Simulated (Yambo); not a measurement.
## How GW settings move the gap: NaVO2F2

G0W0@PBEsol for NaVO2F2 (space group P2_1, No. 4) in Yambo. Reference settings: 2×4×2 Γ-centred k mesh, bands 5 to 194 and a 6 Ry block in the screening, 194 bands in G with the Bruneval-Gonze terminator, plasmon pole fitted at 27.2 eV. The PBEsol gap (0, 0.25, -0.5) → (-0.5, 0, 0) on this mesh is 2.07 eV; G0W0 gaps are taken between the same points.

```csv
change from the reference,"G0W0 gap (0, 0.25, -0.5) → (-0.5, 0, 0) (eV)",shift of the valence edge (eV),rough Yambo cost
reference settings,4.24,-0.52,1
"91 bands in W, 91 bands in G",4.26,-0.41,about 1/3
"135 bands in W, 135 bands in G",4.23,-0.46,within a factor of two
91 bands in G,4.21,-0.49,–
135 bands in G,4.23,-0.50,–
106 bands in W,4.26,-0.45,within a factor of two
1 Ry block,6.72,-1.48,within a factor of two
3 Ry block,4.69,-0.62,within a factor of two
5 Ry block,4.31,-0.50,within a factor of two
pole fitted at 10 eV,4.11,-0.42,–
no random integration,4.16,-0.32,–
"91 bands in G, no terminator",4.34,0.06,–
"135 bands in G, no terminator",4.36,-0.15,–
no terminator,4.38,-0.31,–
```

The reference isn't shown to be the converged limit. Costs are rough (shared machines), scaled to the same edge states, and given only for runs that recompute the screening. The mesh misses a band edge: along a dense path the PBEsol gap is 2.00 eV against 2.07 eV on the mesh.

The 3d shell has no Hubbard U; the runs are without spin polarisation, and magnetic order was not tried.

Geometry of the Materials Project entry, not relaxed at this level; primitive cell a = 6.5629 Å, b = 3.5755 Å, c = 7.3216 Å, α = γ = 90.00°, β = 110.05°.

A shift is the quasiparticle energy of the state minus its PBEsol energy.
